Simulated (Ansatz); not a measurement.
TaS2 in space group Pca2_1 (No. 29; Ta on 4a, S on 4a, S on 4a), DFT-PBEsol in the program Ansatz with PAW potentials, all energies at zero smearing, with the estimated change up to a 700 eV cutoff added, with one set of potentials and settings (totals compare only within such a set). Cell of 12 atoms (4 Ta, 8 S): -46318.644 eV.

| element | reference phase | E (eV/atom) |
|---|---|---|
| Ta | Im-3m, 1 atoms in the cell | -9807.4091 |
| S | Fddd, 32 atoms in the cell | -884.8925 |

Formation energy per atom, worked out: (-46318.644 − 4×(-9807.4091) − 8×(-884.8925))/12 = -0.822 eV/atom (-79 kJ per mol of atoms), at 0 K, without zero-point energy or fitted corrections.

The start of the workflow was typed in or built on a structure type; neither database checked (COD, Materials Project) lists it. COD files the formula under space group No. 42, 164, 166, 194. Whether it is the stable phase at ambient conditions was not checked. The cell was relaxed with PBEsol under the symmetry of its start; its stability against distortions is not shown here. The run is not spin-polarised. The references are the lowest solids computed at this level, not always the standard phases. Scalar-relativistic: spin–orbit coupling is off unless named, which matters more the heavier the elements.

Potentials: the earlier of the program's two PAW sets. The files were generated under PBE; for other functionals the program regenerates the frozen cores, and for LDA and PBEsol the local potential too.
